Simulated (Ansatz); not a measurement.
HfO2:
```xyz
12
Lattice="5.1142 0.0000 0.0000 0.0000 5.1819 0.0000 -0.8708 0.0000 5.2238" Properties=species:S:1:pos:R:3 pbc="T T T"
Hf     0.7958     2.3741     3.6998
Hf     3.4476     2.8078     1.5240
Hf     3.0122     4.9650     4.1359
Hf     1.2312     0.2169     1.0879
O      1.4390     3.8467     5.1114
O      2.8045     1.3352     0.1125
O      2.3691     1.2557     2.7244
O      1.8744     3.9262     2.4995
O      0.0587     1.7295     1.7971
O      4.1848     3.4524     3.4267
O      4.6201     4.3205     0.8148
O     -0.3767     0.8614     4.4090
```

x, y and z are the axes in which the lattice vectors are written.

Task: Give the high-frequency dielectric tensor and the Born effective charge tensors of the independent atoms from DFPT, plane-wave PAW r²SCAN (Ansatz code).

Result: 
ε∞:
```
4.62  0.00  0.13
0.00  4.64  0.00
0.13  0.00  4.37
```
Z* of atom 1 (Hf), rows: field, columns: displacement, in e:
```
 5.31   0.35   0.22
 0.14   5.31  -0.16
 0.23  -0.33   4.80
```
Z* of atom 5 (O), rows: field, columns: displacement, in e:
```
-2.38  -0.14   0.00
-0.19  -2.72  -0.35
-0.05  -0.41  -2.55
```
Z* of atom 9 (O), rows: field, columns: displacement, in e:
```
-2.93   1.06  -0.22
 1.26  -2.59  -0.65
-0.18  -0.66  -2.26
```

Static charges for comparison (Bader): Hf1 +2.73, O5 -1.39, O9 -1.34 e. Born charges measure polarisation by displacement and can exceed these by far.

Space group P2_1/c. The r²SCAN relaxation kept the symmetry of its start. The run is not spin-polarised. Scalar-relativistic: spin–orbit coupling is off unless named, which matters more the heavier the elements.

Potentials: the earlier of the program's two PAW sets.
